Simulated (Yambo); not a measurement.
```
CELL_PARAMETERS angstrom
      4.43220     0.00000     0.00000
     -2.21610     3.83840     0.00000
      0.00000     0.00000     6.91955
ATOMIC_POSITIONS crystal
  Ca 0.00000 0.00000 0.00000
  I  0.33333 0.66667 0.25745
  I  0.66667 0.33333 0.74255
```

Response from Yambo on PBEsol (pw.x of Quantum ESPRESSO, ONCV potentials, with spin-orbit coupling) bands: 6×6×2 mesh, 174 bands, 4 Ry local-field block, 0.2 eV broadening.

**Question.** Give the static electronic dielectric constant without and with local fields along each axis.

**Answer.** 
```tsv
field along	ε(0), independent particles	ε(0), RPA with local fields	refractive index √ε
x	4.58	3.80	1.95
z	4.50	3.54	1.88
```
Electronic (clamped-ion) response only. PBEsol gaps are usually too small, which raises these values. Convergence of the RPA response with its 6×6×2 mesh was not tested. x, y and z are Cartesian axes of the cell as given.

Geometry relaxed with PBE+D3(BJ).
